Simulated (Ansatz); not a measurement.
A relaxed structure of Sr is spoiled in several ways and relaxed again each time (noise and exchanges are one random draw each; pressure is positive under compression). These are r2SCAN (plane waves to 500 eV, PAW, scalar-relativistic; Ansatz, an electronic-structure program) values and carry that method's errors.

```cif
data_Sr4
_chemical_formula_sum 'Sr4'
_space_group_name_H-M_alt 'Fm-3m'
_space_group_IT_number 225
_space_group_name_Hall '-F 4 2 3'
_cell_length_a 6.10016
_cell_length_b 6.10016
_cell_length_c 6.10016
_cell_angle_alpha 90.000
_cell_angle_beta 90.000
_cell_angle_gamma 90.000
loop_
_atom_site_label
_atom_site_type_symbol
_atom_site_symmetry_multiplicity
_atom_site_Wyckoff_symbol
_atom_site_fract_x
_atom_site_fract_y
_atom_site_fract_z
_atom_site_occupancy
Sr1 Sr 4 a 0.00000 0.00000 0.00000 1
```
(The calculation used a cell of 1 atom; values per cell refer to that cell.)

| change | first pressure (GPa) | largest first force (eV/Å) | released (eV/atom) | moves | outcome | final group | E − E(parent) (eV/atom) |
|---|---|---|---|---|---|---|---|
| deformed by the Cartesian strain tensor (xx, yy, zz, yz, xz, xy) = (-0.029, 0.034, -0.015, 0.045, 0.006, -0.056) | 0.3 | 0.00 | 0.04 | 11 | returns to the parent | I4/mmm (nearly Fm-3m) | 0.00 |
| doubled along one cell vector, shaken by Gaussian noise of σ = 0.08 Å a coordinate | 0.1 | 0.28 | 0.02 | 5 | returns to the parent | I4/mmm (nearly Fm-3m) | 0.00 |

First-step values come from each run's starting, coarser k-mesh (9×9×10, 9×5×9). Each cell has its own k-point mesh; energy differences are given only to the digits this allows. No spin polarisation in the result.
